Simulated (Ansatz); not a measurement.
Input and command of a plane-wave DFT calculation in Ansatz:

```yaml
crystal:
  lattice:
    - [3.522, 0.0, 0.0]
    - [0.0, 3.522, 0.0]
    - [0.0, 0.0, 3.522]
  atoms:
    - { symbol: Li, position: [0.5, 0.5, 0.5] }
    - { symbol: Pb, position: [0.0887279955, 0.0, 0.0] }
basis:
  ecutwfc: 500
kpoints:
  mp_grid: { grid: [14, 14, 14] }
hamiltonian:
  xc: r2scan
scf:
  occupations: { method: gaussian, width: 0.15 }
output:
  forces: true
  stress: true
  eigenvalues: true
```

```bash
ansatz run input.yaml --threads 1 --pin off --max-ram 2560MiB --backend cpu --events-out ev --progress --plain --runs-dir out
```

Processor: Arm Neoverse V1, 1 thread, on a host shared with other jobs.

**Question.** Estimate time, memory and problem size.

**Answer.** About 37 s on 1 thread of Arm Neoverse V1, on a shared host, peak memory 0.59 GiB. It solves 13 bands at 288 k points (the mesh reduced by symmetry) with about 1141 plane waves, in 6 SCF iterations.
